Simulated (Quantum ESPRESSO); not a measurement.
**Band energies of ZnO**

```
ZnO
1.0
    3.18447     0.00000     0.00000
   -1.59224     2.75783     0.00000
    0.00000     0.00000     5.14592
O Zn
2 2
Direct
  0.66667   0.33333   0.87944
  0.33333   0.66667   0.37944
  0.66667   0.33333   0.50087
  0.33333   0.66667   0.00087
```

LDA (Quantum ESPRESSO, PseudoDojo norm-conserving, 84 Ry, scalar-relativistic); path ΓMKΓALHA,LM,KH; energies in eV from the valence-band maximum.

```csv
k (1/Å),point,band 22,band 23,band 24,band 25,band 26,band 27,band 28,band 29
0.00,Γ,-0.86,-0.86,-0.10,0.00,0.00,0.87,5.36,8.24
0.34,,-1.66,-1.17,-0.99,-0.26,-0.17,2.15,6.24,8.21
0.68,,-3.10,-2.12,-1.85,-0.76,-0.56,3.96,7.53,8.06
1.03,,-3.65,-2.96,-2.39,-1.34,-0.88,5.67,7.08,7.53
1.14,M,-3.76,-3.02,-2.44,-1.40,-0.90,5.95,6.83,7.51
1.36,,-3.68,-3.15,-2.57,-1.52,-1.10,6.29,7.16,7.52
1.80,K,-3.66,-3.66,-2.07,-2.07,-1.87,7.51,7.93,7.93
2.10,,-3.45,-3.08,-2.84,-1.46,-1.39,6.19,7.58,8.51
2.40,,-2.85,-2.55,-1.98,-0.81,-0.77,4.24,7.63,8.46
2.71,,-1.82,-1.51,-1.06,-0.33,-0.27,2.49,6.54,8.20
3.01,,-0.93,-0.89,-0.18,-0.12,-0.02,1.07,5.45,8.24
3.11,Γ,-0.86,-0.86,-0.10,0.00,0.00,0.87,5.36,8.24
3.48,,-1.30,-0.68,-0.68,-0.17,-0.17,2.31,4.61,8.93
3.72,A,-2.32,-0.42,-0.42,-0.42,-0.42,3.55,3.55,10.12
3.83,,-2.32,-0.49,-0.49,-0.45,-0.45,3.61,3.61,10.12
4.14,,-2.40,-1.18,-1.18,-0.76,-0.76,4.39,4.39,9.93
4.45,,-3.07,-1.51,-1.51,-1.25,-1.25,5.25,5.25,9.14
4.76,,-3.86,-1.59,-1.59,-1.49,-1.49,5.68,5.68,8.65
4.86,L,-3.95,-1.62,-1.62,-1.49,-1.49,5.71,5.71,8.62
5.19,,-3.92,-2.28,-2.28,-1.39,-1.39,6.50,6.50,8.65
5.52,H,-3.90,-2.88,-2.88,-1.36,-1.36,7.96,7.96,8.15
5.78,,-3.68,-2.53,-2.53,-1.38,-1.38,6.80,6.80,8.85
6.05,,-3.11,-1.82,-1.82,-1.40,-1.40,5.74,5.74,9.21
6.31,,-2.53,-1.35,-1.35,-1.03,-1.03,4.79,4.79,9.75
6.66,,-2.32,-0.61,-0.61,-0.49,-0.49,3.74,3.74,10.11
6.83,A,-2.32,-0.42,-0.42,-0.42,-0.42,3.55,3.55,10.12
6.83,L,-3.95,-1.62,-1.62,-1.49,-1.49,5.71,5.71,8.62
7.14,,-3.84,-2.41,-2.18,-1.24,-1.11,5.55,6.48,8.05
7.45,M,-3.76,-3.02,-2.44,-1.40,-0.90,5.95,6.83,7.51
7.45,K,-3.66,-3.66,-2.07,-2.07,-1.87,7.51,7.93,7.93
7.65,,-3.71,-3.71,-2.01,-1.88,-1.88,7.59,7.96,7.96
8.06,H,-3.90,-2.88,-2.88,-1.36,-1.36,7.96,7.96,8.15
```

The LDA gap is direct, 0.87 eV at Γ.

Geometry relaxed with LDA.
